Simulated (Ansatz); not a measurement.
Starting cell, Sn (beta-Sn type, space group I4_1/amd):

```yaml
crystal:
  lattice:
    - [-5.94700, 5.94700, 3.21230]
    - [0.00000, 0.00000, 3.21230]
    - [0.00000, 5.94700, 0.00000]
  atoms:
    - { symbol: Sn, position: [0.00000, 0.25000, 0.50000] }
    - { symbol: Sn, position: [0.50000, 0.25000, 0.50000] }
    - { symbol: Sn, position: [0.00000, 0.00000, 0.00000] }
    - { symbol: Sn, position: [0.50000, 0.00000, 0.00000] }
```

The atoms are displaced by Q × the pattern below (from a DFPT mode at M = (0.5, 0.5, 0.5), largest move 1; Q in Å), at fixed cell. It is one choice among 2 degenerate patterns. (q is in reciprocal vectors of the primitive cell; the cell shown is doubled to hold the pattern.)

```csv
atom,x,y,z
Sn1,0.000,-1.000,0.000
Sn2,0.000,1.000,0.000
Sn3,0.000,1.000,0.000
Sn4,0.000,-1.000,0.000
```

These are PBE (plane waves to 420 eV, PAW, scalar-relativistic; Ansatz, a program for electronic structure) values and carry that method's errors. k mesh 16×16×16 (Γ-centred), Fermi-Dirac smearing 0.05 eV. E stands for the smeared free energy. With partly filled bands, energies and forces of such displacements shift with the k mesh and the smearing. Sn was relaxed with its symmetry unable to fall. The zero of ΔE is the undisplaced structure.

The scan covers Q from -0.180 to 0.180 Å in 13 points.

Is this a single well or a double well?

A single well with its minimum at or next to zero displacement.

Which space group does the distorted structure have?

Pmna (No. 53), lowered from I4_1/amd.

What is the energy change at Q = 0.180 Å?

539 meV/cell.

What harmonic wavenumber does the curvature at Q = 0 give?

124 cm⁻¹.

(A displaced cell: forces are minus the slopes of the energy, force constants its curvatures, and phonons follow from these.)
